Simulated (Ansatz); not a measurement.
MgSe:
```cif
data_Mg2Se2
_chemical_formula_sum 'Mg2 Se2'
_space_group_name_H-M_alt 'P63mc'
_space_group_IT_number 186
_space_group_name_Hall 'P 6c -2c'
_cell_length_a 4.22287
_cell_length_b 4.22287
_cell_length_c 6.81467
_cell_angle_alpha 90.000
_cell_angle_beta 90.000
_cell_angle_gamma 120.000
loop_
_atom_site_label
_atom_site_type_symbol
_atom_site_symmetry_multiplicity
_atom_site_Wyckoff_symbol
_atom_site_fract_x
_atom_site_fract_y
_atom_site_fract_z
_atom_site_occupancy
Mg1 Mg 2 b 0.66667 0.33333 0.49813 1
Se1 Se 2 b 0.33333 0.66667 0.37687 1
```

Relaxed with r²SCAN.

Problem. Tabulate the valence density and the electron localisation function along the shortest Mg–Se contact (2.57 Å), r²SCAN (plane waves, PAW; program Ansatz).

Solution. 

| distance from Mg (Å) | density (e/Å³) | ELF |
|---|---|---|
| 0.26 | 19.34 | 0.19 |
| 0.39 | 10.47 | 0.31 |
| 0.51 | 4.01 | 0.36 |
| 0.64 | 1.01 | 0.24 |
| 0.77 | 0.28 | 0.09 |
| 0.90 | 0.21 | 0.07 |
| 1.03 | 0.22 | 0.26 |
| 1.16 | 0.27 | 0.68 |
| 1.29 | 0.35 | 0.84 |
| 1.42 | 0.46 | 0.87 |
| 1.54 | 0.61 | 0.86 |
| 1.67 | 0.81 | 0.85 |
| 1.80 | 1.08 | 0.81 |
| 1.93 | 1.78 | 0.73 |
| 2.06 | 4.34 | 0.55 |
| 2.19 | 12.49 | 0.32 |
| 2.32 | 30.30 | 0.14 |

The density is the valence pseudo-density with augmentation charge, so density and ELF within about 1 Å of a nucleus are not all-electron values.

Space group P6_3mc (wurtzite). The first step of the workflow began from a Materials Project structure, measured or hypothetical; the Crystallography Open Database copy checked does not list it. COD files the formula under space group No. 225. Its standing as an ambient phase is unchecked. Symmetry was held in the r²SCAN relaxation; its stability against distortions is not shown here.

Potentials: the earlier of the program's two PAW sets.
